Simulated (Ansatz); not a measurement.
ZrSiS:
```
CELL_PARAMETERS angstrom
      3.49780     0.00000     0.00000
      0.00000     3.49780     0.00000
      0.00000     0.00000     7.97355
ATOMIC_POSITIONS crystal
  Zr 0.00000 0.50000 0.72853
  Zr 0.50000 0.00000 0.27147
  Si 0.00000 0.00000 0.00000
  Si 0.50000 0.50000 0.00000
  S  0.50000 0.00000 0.62021
  S  0.00000 0.50000 0.37979
```

Relaxed with LDA. Special points in fractions of this cell's reciprocal vectors: Γ (0.000, 0.000, 0.000); X (0.000, 0.500, 0.000); M (0.500, 0.500, 0.000); Z (0.000, 0.000, 0.500); R (0.000, 0.500, 0.500); A (0.500, 0.500, 0.500).

Problem. List the band energies nearest the Fermi level at these points for LDA in the plane-wave PAW code Ansatz.

Solution. In eV from the Fermi level; about four levels below and three above (degenerate sets whole), none deeper than 8.9 eV; points with the same levels are listed once.

```tsv
k	below	above
Γ	-2.41 -2.13 -2.13 -1.21	0.15 0.80 1.26
X	-1.95 -1.95 -0.67 -0.67	0.73 0.73 2.24 2.24
M	-3.86 -3.86 -2.25 -2.25	2.98 2.98 3.01 3.01
Z	-2.74 -2.74 -2.71 -2.05 -2.05	1.19 1.29 1.33
R	-2.12 -2.12 -0.42 -0.42	0.81 0.81 1.77 1.77
A	-3.80 -3.80 -2.23 -2.23	1.18 1.18 3.06 3.06
```

Space group P4/nmm. The first step of the workflow began from a Materials Project structure, measured or hypothetical; the Crystallography Open Database files this formula in space group No. 129, but the cells were not matched. Its standing as an ambient phase is unchecked. Symmetry was held in the LDA relaxation; of distortions, only those at the zone centre were tested. The run is not spin-polarised. Spin–orbit coupling is left out wherever it is not named.

Potentials: the later of the program's two PAW sets.
